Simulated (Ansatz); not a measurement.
AgB2, one cell by several methods

```
Ag B
1.0
     3.00000    0.00000    0.00000
    -1.50000    2.59808    0.00000
     0.00000    0.00000    3.24000
Ag B
1 2
Cartesian
  0.0000 0.0000 0.0000
  0.0000 1.7321 1.6200
  1.5000 0.8660 1.6200
```

Atoms are numbered in the order listed.

The geometry is COD entry 1509214, unchecked; take it as a test cell.

Methods: DFT, PBE, PAW with Ansatz's default frozen-core files, scalar-relativistic (Ansatz 0.2.0); DFT, PBE, all-electron PAW with datasets made for the crystal, scalar-relativistic (Ansatz 0.2.0); DFT, PBE, all-electron LAPW, scalar-relativistic (Ansatz 0.2.0).

For PAW: a Γ-centred 16×16×13 k mesh, Fermi–Dirac smearing of 0.05 eV, cutoff 420 eV, no spin polarisation. The crystal-made all-electron datasets (AE datasets) take a cutoff of 360 eV at this cell. LAPW targets a basis error of 1 meV/atom. The Ansatz runs share mesh, smearing and spin set-up. Plane-wave (PAW) pressures include the program's estimate of the Pulay term.

Stress and pressure are positive in compression.

No spin–orbit coupling: at heavy atoms the gradients can be off by tens of per cent for that reason.

In a metal, gradients converge slowly with the k mesh: the values move by tens of per cent from one mesh to another, at times in sign, so only the comparison on one mesh counts.

Levels count from the Fermi level.

```csv
quantity,PAW,AE datasets,LAPW
pressure (GPa),54.10,54.06,54.06
stress xx (GPa),42.75,42.71,42.70
stress zz (GPa),76.79,76.77,76.76
highest filled level at M (eV),-3.274,-3.273,-3.273
lowest empty level at M (eV),2.907,2.907,2.906
highest filled level at A (eV),-0.259,-0.262,-0.262
lowest empty level at A (eV),6.654,6.656,6.656
highest filled level at L (eV),-1.322,-1.321,-1.321
lowest empty level at L (eV),0.405,0.405,0.405
field gradient Vzz at Ag1 (10²¹ V/m²),-7.26,-7.21,–
field gradient Vzz at B2 (10²¹ V/m²),2.69,2.72,–
```
